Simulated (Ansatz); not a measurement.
# KRb₂BiF₆: pressure against volume

A database entry relaxed whole under r2SCAN (Fm-3m):

```
CELL_PARAMETERS angstrom
0.00000 4.74590 4.74590
4.74590 0.00000 4.74590
4.74590 4.74590 0.00000
ATOMIC_POSITIONS crystal
K 0.50000 0.50000 0.50000
Rb 0.25000 0.25000 0.25000
Rb 0.75000 0.75000 0.75000
Bi 0.00000 0.00000 0.00000
F 0.76337 0.23663 0.23663
F 0.23663 0.76337 0.23663
F 0.23663 0.76337 0.76337
F 0.76337 0.23663 0.76337
F 0.23663 0.23663 0.76337
F 0.76337 0.76337 0.23663
```

The cell was scaled uniformly, its shape held, and the atoms relaxed at each volume with plane-wave PAW DFT (Ansatz 0.2.0; r2SCAN, 500 eV, 6×6×6 Γ-centred mesh, fermi-dirac occupations of width 0.020 eV; no spin, no spin-orbit coupling). One row is withheld.

| volume (Å³/atom) | energy over the lowest (meV/atom) | pressure (GPa) |
| --- | --- | --- |
| 20.096 | 8.9 | 2.42 |
| 20.524 | ? | ? |
| 20.951 | 0.9 | 0.69 |
| 21.379 | 0.0 | -0.01 |
| 21.807 | 0.9 | -0.63 |
| 22.234 | 3.3 | -1.16 |
| 22.662 | 7.0 | -1.63 |

Task: Fit the pressures of the other rows to the third-order Birch-Murnaghan form.

Result: With f = [(V₀/V)^(2/3) − 1]/2 and P = 3B₀f(1 + 2f)^(5/2)[1 + 3(B₀′ − 4)f/2], least squares gives V₀ = 21.37 Å³ an atom, B₀ = 32.9 GPa and B₀′ = 5.8; the rows miss the fit by less than 0.01 GPa. The slope of the energies differs from these pressures by less than 0.05 GPa.

Task: What does the withheld row hold?

Result: The fit gives 1.50 GPa at 20.524 Å³; the run gave 1.50 GPa and 3.8 meV an atom.

Caveats: the shape of the cell was held; 0 K, fixed nuclei; the symmetry was kept, and this need not be the phase that is stable at 0 K; one mesh for all volumes; pressure is positive in compression.
